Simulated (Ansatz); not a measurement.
Nb in space group P6/mmm (No. 191; Nb on 1a, Nb on 2d) at seven volumes, DFT-PBE in the program Ansatz with PAW potentials, shape and atoms relaxed at each. One row is withheld.

```tsv
V (Å³/atom)	P (GPa)
16.820	18.27
17.374	11.27
17.929	5.24
18.483	0.00
19.038	-4.56
19.592	?
20.147	-11.94
```

Question: Fit the shown pressures and predict the withheld one.

Answer: P = (3/2)B₀(x^(7/2) − x^(5/2))[1 + (3/4)(B′ − 4)(x − 1)] with x = (V₀/V)^(2/3). Least squares on the six rows gives V₀ = 18.482 Å³/atom, B₀ = 163 GPa, B′ = 3.73. At V = 19.592, x = 0.9619 and P = -8.53 GPa. The run itself gave -8.52 GPa.

The start of the workflow was typed in or built on a structure type; neither database checked (COD, Materials Project) lists it. It is not the phase usual at ambient conditions (space group No. 229). The PBE relaxation kept the symmetry of its start; whether a distortion lowers the energy is not shown. No spin polarisation was allowed.

Potentials: the earlier of the program's two PAW sets.
